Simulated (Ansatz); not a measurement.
Map of one atom of the cell for SiO2 (rutile)

Relaxed SiO2 (rutile):

```
CELL_PARAMETERS angstrom
      4.18520     0.00000     0.00000
      0.00000     4.18520     0.00000
      0.00000     0.00000     2.66883
ATOMIC_POSITIONS crystal
  Si 0.50000 0.50000 0.50000
  Si 0.00000 0.00000 0.00000
  O  0.80610 0.80610 0.50000
  O  0.30610 0.69390 0.00000
  O  0.69390 0.30610 0.00000
  O  0.19390 0.19390 0.50000
```

Two-dimensional scan of atom 3 (O, nearest neighbour Si at 1.760 Å; its periodic images, 2.7 Å or more away, move with it): u runs along (1.000, 0.000, 0.000), v along (0.000, 1.000, 0.000) (Cartesian). Cell and other atoms are fixed.

All values below come from r2SCAN (plane waves to 500 eV, PAW, scalar-relativistic; Ansatz, an electronic-structure program). k mesh 7×7×10 (Γ-centred), Fermi-Dirac smearing 0.05 eV. E stands for the smeared free energy. Fu and Fv are the components of the force on the atom. SiO2 was relaxed with its symmetry unable to fall. The zero of ΔE is the undisplaced structure. Axes are in Å.

ΔE (meV/cell), with u across and v down:

```tsv
v \ u	-0.260	-0.130	0.000	0.130	0.260
-0.260	2761	1463	787	619	885
-0.130	1463	597	196	217	628
0.000	787	196	0	194	772
0.130	619	217	194	571	1353
0.260	885	628	772	1353	2387
```

Fu (eV/Å), with u across and v down:

| v \ u | -0.260 | -0.130 | 0.000 | 0.130 | 0.260 |
|---|---|---|---|---|---|
| -0.260 | 12.77 | 7.42 | 3.13 | -0.45 | -3.59 |
| -0.130 | 8.61 | 4.80 | 1.42 | -1.70 | -4.61 |
| 0.000 | 6.09 | 3.02 | 0.00 | -2.98 | -5.88 |
| 0.130 | 4.50 | 1.66 | -1.34 | -4.46 | -7.55 |
| 0.260 | 3.40 | 0.49 | -2.75 | -6.21 | -9.68 |

Derived quantities:

Principal force constants in the plane (five-point differences of the forces): 12.7 and 33.5 eV/Å². Softest direction at the centre: 135° from u towards v. Centre of the map: a minimum. Lowest place on the grid: u = 0.000 Å, v = 0.000 Å (0 meV/cell). Highest place on the grid: u = -0.260 Å, v = -0.260 Å (2761 meV/cell).

The 25 points together took roughly 11 core-minutes.

(A displaced cell: forces are minus the slopes of the energy, force constants its curvatures, and phonons follow from these.)
